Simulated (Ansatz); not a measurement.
Zr (P6_3/mmc), two-dimensional strain map

All numbers below come from DFT PBEsol, scalar-relativistic, plane waves, PAW in Ansatz. The runs took a 420 eV cutoff, a Γ-centred 18×18×10 mesh and Gaussian smearing (0.15 eV). No spin polarisation. Energies are free energies at this smearing, counted from the undisturbed cell; pressure is positive in compression.

The starting cell (as given, not relaxed at this level; it stands at -3.3 GPa):

```yaml
crystal:
  lattice:
    - [3.23200, 0.00000, 0.00000]
    - [-1.61600, 2.79899, 0.00000]
    - [0.00000, 0.00000, 5.14700]
  atoms:
    - { symbol: Zr, position: [0.33333, 0.66667, 0.25000] }
    - { symbol: Zr, position: [0.66667, 0.33333, 0.75000] }
```

The cell is strained by p along both x and y and by q along z, fractional coordinates fixed. Points are written (p, q).

Energy above the undisturbed cell in meV/atom (a dash: not computed):

```csv
p \ q,-0.030,-0.015,0.000,0.015,0.030
-0.030,13.9,2.5,-3.0,-3.2,1.4
-0.015,-1.4,-7.8,-8.4,-3.8,5.6
0.000,-2.2,-3.9,0.0,9.0,22.7
0.015,10.6,13.3,21.4,34.4,52.0
0.030,36.0,42.8,54.8,71.6,92.7
```

Pressure in GPa:

```
 p \ q  -0.030  -0.015  0.000  0.015  0.030
-0.030     6.1     4.2    2.4    0.8   -0.8
-0.015     2.8     1.0   -0.6   -2.1   -3.4
 0.000    -0.3    -1.8   -3.3   -4.6   -5.9
 0.015    -3.0    -4.4   -5.7   -6.9   -8.1
 0.030    -5.4    -6.7   -7.9   -9.0  -10.0
```